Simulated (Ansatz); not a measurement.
Calculated with Ansatz: SrCd₂Ag₂, single run

input.yaml:

```yaml
crystal:
  lattice:
    - [2.269913, 3.9316, 0.0]
    - [-2.269913, 3.9316, 0.0]
    - [0.0, 0.0, 7.540988]
  atoms:
    - { symbol: Sr, position: [0.0, 0.0, 0.0] }
    - { symbol: Cd, position: [0.3333, 0.3334, 0.6308] }
    - { symbol: Cd, position: [0.6667, 0.6666, 0.3692] }
    - { symbol: Ag, position: [0.3333, 0.3334, 0.2508] }
    - { symbol: Ag, position: [0.6667, 0.6666, 0.7492] }
  symmetry: { tolerance: 0.0003 }
kpoints:
  mp_grid: { grid: [5, 5, 3], shift: [0, 0, 0] }
magnetization:
  spin_polarized: false
scf:
  occupations: { method: gaussian, width: 0.0166 }
  max_iter: 75
hamiltonian:
  pseudopotentials: { kind: paw }
  xc: r2scan
basis:
  ecutwfc: "40 Ry/bohr"
output:
  forces: true
  stress: true
  eigenvalues: true
```

The command:

```bash
ansatz run input.yaml --threads 1 --pin off --max-ram 2560MiB --backend cpu --events-out ev --progress --plain --runs-dir out
```

Origin of the cell: a known structure type with other elements, at an estimated volume, so it need not be a known compound.

Output:

```
Error: YAML parse error: error: line 24 column 12: unknown unit factor `Ry/bohr`
  --> <input>:24:12
   |
22 |   xc: r2scan
23 | basis:
24 |   ecutwfc: "40 Ry/bohr"
   |            ^ unknown unit factor `Ry/bohr`
25 | output:
26 |   forces: true
   |
```

Question: What is wrong with this input?

Answer: It holds a cutoff in the wrong unit: `basis.ecutwfc` typed as "40 Ry/bohr". The program refused the input.
